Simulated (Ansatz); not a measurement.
## SnTe (Fm-3m): LDA against PBEsol

```
Sn Te
1.0
     0.00000    3.11814    3.11814
     3.11814    0.00000    3.11814
     3.11814    3.11814    0.00000
Sn Te
1 1
Direct
  0.00000 0.00000 0.00000
  0.50000 0.50000 0.50000
```

This cell (30.32 Å³ an atom) was relaxed by PAW under LDA, and each functional gets its own cell relaxed so. Quantity: harmonic phonons by finite displacements (no LO-TO term; negative means unstable), on a 2×2×2 q mesh.

Runs: (1) LDA, all-electron LAPW in Ansatz 0.2.0, scalar-relativistic; k mesh 10×10×10, fixed occupations, basis error target 0.5 meV/atom. (2) PBEsol, all-electron LAPW in Ansatz 0.2.0, scalar-relativistic; k mesh 10×10×10, fixed occupations, basis error target 1 meV/atom.

Under LDA: highest mode = 125 cm⁻¹, lowest at L = 81.2 cm⁻¹, lowest at X = 34.7 cm⁻¹, highest at Γ = 22.5 cm⁻¹.

Question: Which way does PBEsol move the volume, and by how much?

Answer: a = 6.288 Å, 31.08 Å³ an atom: 2.5 % larger.

Question: What does PBEsol give for these quantities?

Answer: 

| quantity | LDA | PBEsol | change |
| --- | --- | --- | --- |
| highest mode | 125 cm⁻¹ | 123 cm⁻¹ | -2 % |
| lowest at L | 81.2 cm⁻¹ | 79.2 cm⁻¹ | -2 % |
| lowest at X | 34.7 cm⁻¹ | 33.1 cm⁻¹ | -5 % |
| highest at Γ | 22.5 cm⁻¹ | 19.8 cm⁻¹ | -12 % |

Keep in mind: the gap is tiny at this level, and band order or a closed gap can change these values; rock-salt SnTe distorts to a rhombohedral form at low temperature, and its gap hangs on spin-orbit coupling.
